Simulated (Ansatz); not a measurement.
**HfC (rock salt), map of one atom of the cell**

HfC (rock salt)

```
HfC
1.0
    0.00000     2.30362     2.30362
    2.30362     0.00000     2.30362
    2.30362     2.30362     0.00000
C Hf
1 1
Direct
  0.00000   0.00000   0.00000
  0.50000   0.50000   0.50000
```

In this cell atom 2 (Hf, nearest neighbour C at 2.304 Å; its periodic images, 3.3 Å or more away, move with it) is moved by u·(1.000, 0.000, 0.000) + v·(0.000, 0.000, 1.000); the rest is frozen.

Calculation: PBEsol (plane waves to 420 eV, PAW, scalar-relativistic; Ansatz, a program for electronic structure). k mesh 14×14×14 (Γ-centred), Fermi-Dirac smearing 0.05 eV. Energies are smeared free energies. With partly filled bands, energies and forces of such displacements shift with the k mesh and the smearing. Fu and Fv are the components of the force on the atom. HfC is run without spin polarisation. HfC was relaxed with its symmetry unable to fall. Spin-orbit coupling is left out, though Hf is heavy. ΔE is measured from the undisplaced structure. Axes are in Å.

ΔE (meV/cell), with u across and v down:

```csv
v \ u,-0.350,-0.175,0.000,0.175,0.350
-0.350,1114,728,644,728,1114
-0.175,728,249,130,249,728
0.000,644,130,0,130,644
0.175,728,249,130,249,728
0.350,1114,728,644,728,1114
```

Fv (eV/Å), with u across and v down:

```csv
v \ u,-0.350,-0.175,0.000,0.175,0.350
-0.350,3.61,4.35,4.59,4.35,3.61
-0.175,1.09,1.46,1.59,1.46,1.09
0.000,0.00,0.00,0.00,0.00,0.00
0.175,-1.09,-1.46,-1.59,-1.46,-1.09
0.350,-3.61,-4.35,-4.59,-4.35,-3.61
```

Derived quantities:

```
Property                                                                                                                                                                    Result
------------------------------------------------------  --------------------------------------------------------------------------------------------------------------------------
Lowest place on the grid                                                                                                                     u = 0.000 Å, v = 0.000 Å (0 meV/cell)
Highest place on the grid, met at several equal points  u = -0.350 Å, v = -0.350 Å; u = 0.350 Å, v = -0.350 Å; u = -0.350 Å, v = 0.350 Å; u = 0.350 Å, v = 0.350 Å (1114 meV/cell)
```

(A displaced cell: forces are minus the slopes of the energy, force constants its curvatures, and phonons follow from these.)
